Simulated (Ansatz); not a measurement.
MgO:
Space group Fm-3m (No. 225); a = 4.254 Å, b = 4.254 Å, c = 4.254 Å, α = 90.00°, β = 90.00°, γ = 90.00°

| atom | site | symmetry | x | y | z |
|---|---|---|---|---|---|
| O | 4a | m-3m | 0.0000 | 0.0000 | 0.0000 |
| Mg | 4b | m-3m | 0.5000 | 0.5000 | 0.5000 |
(The calculation used a cell of 2 atoms; values per cell refer to that cell.)

Relaxed with PBE.

Q: Give the optical modes at the zone centre with their infrared and Raman activity from DFPT, PBE in the plane-wave PAW code Ansatz.

A: Transverse frequencies, without the LO–TO term; a row sums one degenerate level.

```
ω (cm⁻¹)  degeneracy  IR ((D/Å)²/amu)  Raman (Å⁴/amu)  activity  symmetry
--------  ----------  ---------------  --------------  --------  --------
365                3            28.65               0        IR       T1u
```

Q: How high does the top mode go among those that the LO–TO term moves?

A: 678 cm⁻¹ for q along x.

The cell was relaxed with PBE under the symmetry of its start; phonons on a q-mesh show no instability.

Potentials: the later of the program's two PAW sets.
